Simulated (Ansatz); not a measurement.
Trial structure of Zn₂S, not yet relaxed:

Space group P4/nmm:1 (No. 129). a = 3.954 Å, b = 3.954 Å, c = 5.894 Å, α = 90.00°, β = 90.00°, γ = 90.00°
```csv
atom,site,symmetry,x,y,z
Zn,2a,-4m2,0.0000,0.0000,0.0000
Zn,2c,4mm,0.5000,0.0000,0.2621
S,2c,4mm,0.5000,0.0000,0.7019
```

Method: Ansatz, DFT PBE, scalar-relativistic, plane waves, PAW. Plane waves to 420 eV, a k mesh through Γ of 4×4×4 on the computed 6-atom cell and Gaussian smearing (0.10 eV); no spin polarisation.

Formation energies are uncorrected and refer to the elements' standard structures at the same level.

Question: How far from equilibrium is it?

Answer: The pressure is 12.5 GPa (the mean over three directions, positive in compression), the largest force is 2.05 eV/Å, and the energy is +0.22 eV/atom against the elements. The shortest distance is 2.51 Å.

Question: How much does it gain on relaxing, and where does it end?

Answer: Relaxing gains about 0.39 eV/atom (the start's value is from the coarse mesh, so the gain is rough) in 33 ionic steps and ends at −0.18 eV/atom on the finer mesh. The symmetry stays P4/nmm (No. 129). The volume per atom grows by 19.4 %, from 15.4 to 18.3 Å³. The shortest distance goes from 2.51 Å (Zn–Zn) to 2.49 Å (Zn–S). The ratio c/a of the conventional cell changes by a factor of 1.64. Conventional cell: a = 3.558 Å, c = 8.687 Å. Around Zn on a site of symmetry -4m2 lie 4 Zn at 2.52 Å; Zn on a site of symmetry 4mm is surrounded by 5 S at 2.49–2.54 Å, 4 Zn at 3.31 Å and 8 Zn at 3.56–3.72 Å; around S lie 5 Zn at 2.49–2.54 Å.

The last run used a 10×10×6 mesh (in the run's order of axes) for its 6-atom cell and Gaussian smearing of 0.10 eV. Weakly bound directions are ill-defined at this level, which has no dispersion term. The reference form of S is held partly by dispersion forces, which this level lacks. The relaxation can't lower the symmetry of the start. Symmetry constrained the relaxation, so the result can be a saddle point.
